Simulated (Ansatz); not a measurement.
MgZn₂O₃:
```cif
data_MgO3Zn2
_chemical_formula_sum 'Mg1 Zn2 O3'
_space_group_name_H-M_alt 'P-3m1'
_space_group_IT_number 164
_space_group_name_Hall '-P 3 2"'
_cell_length_a 3.00609
_cell_length_b 3.00609
_cell_length_c 7.34129
_cell_angle_alpha 90.000
_cell_angle_beta 90.000
_cell_angle_gamma 120.000
loop_
_atom_site_label
_atom_site_type_symbol
_atom_site_symmetry_multiplicity
_atom_site_Wyckoff_symbol
_atom_site_fract_x
_atom_site_fract_y
_atom_site_fract_z
_atom_site_occupancy
Mg1 Mg 1 a 0.00000 0.00000 0.00000 1
Zn1 Zn 2 d 0.66667 0.33333 0.33170 1
O1 O 2 d 0.33333 0.66667 0.16136 1
O2 O 1 b 0.00000 0.00000 0.50000 1
```

Relaxed with r²SCAN.

Which orbitals make up the states near the band edges in the program Ansatz at the r²SCAN level (PAW)?

Top 1 eV of the valence band: O 2p 79 %, Zn 3d 19 %. Bottom 1 eV of the conduction band: Zn 4s 45 %, O 2s 29 %, O 2p 15 %, Mg 3s 10 %. Projections are on Löwdin-orthogonalised atomic valence shells; empty p or d shells of many metals are not among them.

Tabulate the density of states.

States/eV per cell of 6 atoms, in 0.25 eV bins, energy from the valence-band maximum.

| E (eV) | total | Zn 3d | O 2p | Zn 4s |
|---|---|---|---|---|
| -7.00 | 0.00 | 0.00 | 0.00 | 0.00 |
| -6.75 | 0.75 | 0.24 | 0.37 | 0.12 |
| -6.50 | 1.89 | 0.67 | 0.90 | 0.27 |
| -6.25 | 3.21 | 1.29 | 1.46 | 0.40 |
| -6.00 | 2.59 | 1.17 | 1.10 | 0.25 |
| -5.75 | 7.17 | 3.71 | 2.88 | 0.36 |
| -5.50 | 12.24 | 8.21 | 3.69 | 0.07 |
| -5.25 | 9.87 | 6.97 | 2.71 | 0.04 |
| -5.00 | 9.11 | 7.18 | 1.79 | 0.03 |
| -4.75 | 10.76 | 9.01 | 1.59 | 0.05 |
| -4.50 | 13.34 | 12.05 | 1.10 | 0.08 |
| -4.25 | 9.77 | 9.38 | 0.30 | 0.01 |
| -4.00 | 3.45 | 2.15 | 1.08 | 0.13 |
| -3.75 | 8.01 | 4.35 | 2.95 | 0.48 |
| -3.50 | 6.45 | 3.05 | 2.61 | 0.54 |
| -3.25 | 2.32 | 1.01 | 1.08 | 0.11 |
| -3.00 | 2.98 | 0.90 | 1.85 | 0.06 |
| -2.75 | 3.53 | 0.82 | 2.44 | 0.05 |
| -2.50 | 3.74 | 0.63 | 2.87 | 0.03 |
| -2.25 | 3.58 | 0.57 | 2.79 | 0.03 |
| -2.00 | 4.99 | 0.84 | 3.88 | 0.05 |
| -1.75 | 3.77 | 0.54 | 3.06 | 0.02 |
| -1.50 | 5.66 | 0.88 | 4.55 | 0.04 |
| -1.25 | 4.65 | 0.61 | 3.89 | 0.03 |
| -1.00 | 4.00 | 0.63 | 3.24 | 0.03 |
| -0.75 | 4.08 | 0.70 | 3.25 | 0.02 |
| -0.50 | 3.98 | 0.80 | 3.08 | 0.01 |
| -0.25 | 5.70 | 1.12 | 4.48 | 0.00 |
| 0.00 | 0.40 | 0.08 | 0.32 | 0.00 |
| 0.25 | 0.00 | 0.00 | 0.00 | 0.00 |
| 0.50 | 0.00 | 0.00 | 0.00 | 0.00 |
| 0.75 | 0.00 | 0.00 | 0.00 | 0.00 |
| 1.00 | 0.00 | 0.00 | 0.00 | 0.00 |
| 1.25 | 0.00 | 0.00 | 0.00 | 0.00 |
| 1.50 | 0.00 | 0.00 | 0.00 | 0.00 |
| 1.75 | 0.00 | 0.00 | 0.00 | 0.00 |
| 2.00 | 0.00 | 0.00 | 0.00 | 0.00 |
| 2.25 | 0.00 | 0.00 | 0.00 | 0.00 |
| 2.50 | 0.00 | 0.00 | 0.00 | 0.00 |
| 2.75 | 0.01 | 0.00 | 0.00 | 0.00 |
| 3.00 | 0.04 | 0.00 | 0.00 | 0.02 |
| 3.25 | 0.06 | 0.00 | 0.01 | 0.03 |
| 3.50 | 0.09 | 0.00 | 0.02 | 0.04 |
| 3.75 | 0.13 | 0.00 | 0.03 | 0.06 |
| 4.00 | 0.16 | 0.00 | 0.04 | 0.08 |
| 4.25 | 0.18 | 0.00 | 0.04 | 0.09 |
| 4.50 | 0.20 | 0.00 | 0.05 | 0.10 |
| 4.75 | 0.23 | 0.00 | 0.06 | 0.11 |
| 5.00 | 0.25 | 0.00 | 0.07 | 0.12 |
| 5.25 | 0.32 | 0.00 | 0.08 | 0.15 |
| 5.50 | 0.39 | 0.00 | 0.10 | 0.18 |
| 5.75 | 0.47 | 0.00 | 0.12 | 0.22 |
| 6.00 | 0.58 | 0.00 | 0.14 | 0.29 |
| 6.25 | 0.92 | 0.00 | 0.19 | 0.51 |
| 6.50 | 1.48 | 0.00 | 0.26 | 0.92 |
| 6.75 | 1.36 | 0.00 | 0.25 | 0.83 |
| 7.00 | 1.95 | 0.00 | 0.33 | 1.02 |
| 7.25 | 2.46 | 0.00 | 0.41 | 1.29 |
| 7.50 | 2.16 | 0.00 | 0.33 | 1.13 |

The workflow started from a Materials Project entry (that database holds measured and hypothetical structures alike); the Crystallography Open Database copy checked does not list it. With Mg and Zn taken as one species the cell has the higher symmetry Fm-3m, so it may be an ordered model of a mixed-site phase. Whether it is the stable phase at ambient conditions was not checked. The r²SCAN relaxation kept the symmetry of its start; of distortions, only those at the zone centre were tested.

Potentials: the later of the program's two PAW sets.
